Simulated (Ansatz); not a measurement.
Total density of states per atom from PBE (plane waves, PAW; program Ansatz), in 0.25 eV bins, energy from the Fermi level:

(E (eV), states/eV/atom): (-7.85, 0.16); (-7.60, 0.20); (-7.35, 0.25); (-7.10, 0.31); (-6.85, 0.41); (-6.60, 0.79); (-6.35, 0.90); (-6.10, 0.56); (-5.85, 0.58); (-5.60, 0.58); (-5.35, 0.41); (-5.10, 0.43); (-4.85, 0.51); (-4.60, 0.41); (-4.35, 0.37); (-4.10, 0.46); (-3.85, 0.43); (-3.60, 0.44); (-3.35, 0.45); (-3.10, 0.52); (-2.85, 0.91); (-2.60, 0.81); (-2.35, 0.63); (-2.10, 0.49); (-1.85, 1.12); (-1.60, 1.16); (-1.35, 0.69); (-1.10, 0.43); (-0.85, 0.27); (-0.60, 0.29); (-0.35, 0.67); (-0.10, 1.23); (0.15, 1.10); (0.40, 0.91); (0.65, 0.63); (0.90, 0.59); (1.15, 0.79); (1.40, 0.96); (1.65, 0.77); (1.90, 0.53); (2.15, 0.63); (2.40, 0.83); (2.65, 1.04)

Problem. Which of these materials gives this?
A. TePb, rock salt
B. TePt, Pmma (Pt on 2e, Te on 2f)
C. TaSi2, MoSi2 or CaC2 type
D. TaTe, Pmma (Ta on 2e, Te on 2f)

Solution. D, TaTe, Pmma (Ta on 2e, Te on 2f). Within 0.5 eV of the Fermi level: Ta 5d 80 %, Te 5p 5 %, outside the projected shells 9 %. Projections are on Löwdin-orthogonalised atomic valence shells; empty p or d shells of many metals are not among them.

The start of the workflow was typed in or built on a structure type; neither database checked (COD, Materials Project) lists it. Whether it is the stable phase at ambient conditions was not checked. The cell keeps a stress of up to 0.2 GPa. The PBE relaxation kept the symmetry of its start; its stability against distortions is not shown here. The run is not spin-polarised. Its formation energy is positive at this level, so the cell may be metastable or incomplete. Scalar-relativistic: spin–orbit coupling is off unless named, which matters more the heavier the elements.

Potentials: the later of the program's two PAW sets.
